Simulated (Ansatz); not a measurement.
**AlN: from a starting cell to a relaxed one**

The start is a generated cell, AlN placed in the zincblende structure type. The cell and all atomic positions are relaxed at zero pressure with PBE (plane waves to 420 eV, PAW, scalar-relativistic; Ansatz, a quantum-chemistry and plane-wave program). First-step values are on the input's coarse k-mesh.

Ansatz input (later rounds restart from its end on a renewed k-mesh):
Ansatz 0.2 input:
```yaml
crystal:
  lattice:
    - [0, 2.225007, 2.225007]
    - [2.225007, 0, 2.225007]
    - [2.225007, 2.225007, 0]
  atoms:
    - { symbol: N, position: [0.75, 0.75, 0.75] }
    - { symbol: Al, position: [0, 0, 0] }
basis: { ecutwfc: 420, ecutrho_ratio: 4, xc_grid: 2, fft_grid_basis: typed }
kpoints: { mp_grid: { grid: [9, 9, 9] } }
hamiltonian:
  xc: pbe
  dispersion: none
  pseudopotentials: { kind: paw }
scf: { occupations: { method: fermi_dirac, width: 0.05 } }
relax: { f_tol: 0.01, max_steps: 100, cell: { stress_tol: 0.02 } }
output: { forces: true, stress: true }
```

| Property | Result |
|---|---|
| Initial pressure | -5.7 GPa (negative: the cell is under tension) |
| Outcome | The space group stays F-43m (No. 216) (the run could not lower it); the end is zinc blende type, with 2 atoms in the primitive cell |
| Energy released | 6 meV/atom |
| Shortest distances (start → end) | The closest pairs of elements (up to four, under 3.6 Å), start → end: Al–N 1.93 → 1.91 Å; N–N 3.15 → 3.11 Å; Al–Al 3.15 → 3.11 Å |
| Band gap at the end | 3.31 eV, indirect (valence top at Γ, conduction bottom at X) (no spin-orbit coupling) |
| Optimiser moves | 4 |

Final structure:

```cif
data_Al4N4
_chemical_formula_sum 'N4 Al4'
_space_group_name_H-M_alt 'F-43m'
_space_group_IT_number 216
_space_group_name_Hall 'F -4 2 3'
_cell_length_a 4.40321
_cell_length_b 4.40321
_cell_length_c 4.40321
_cell_angle_alpha 90.000
_cell_angle_beta 90.000
_cell_angle_gamma 90.000
loop_
_atom_site_label
_atom_site_type_symbol
_atom_site_symmetry_multiplicity
_atom_site_Wyckoff_symbol
_atom_site_fract_x
_atom_site_fract_y
_atom_site_fract_z
_atom_site_occupancy
N1 N 4 c 0.25000 0.25000 0.25000 1
Al1 Al 4 a 0.00000 0.00000 0.00000 1
```
(The calculation used a cell of 2 atoms; values per cell refer to that cell.)

Final values are on a 13×13×13 k-mesh of the relaxed cell. No spin polarisation in the result.

The run could not lose the symmetry of its start; a randomly shaken copy of 2 atoms returns to this structure.

All atoms sit on sites fixed by symmetry, so only the cell could relax.
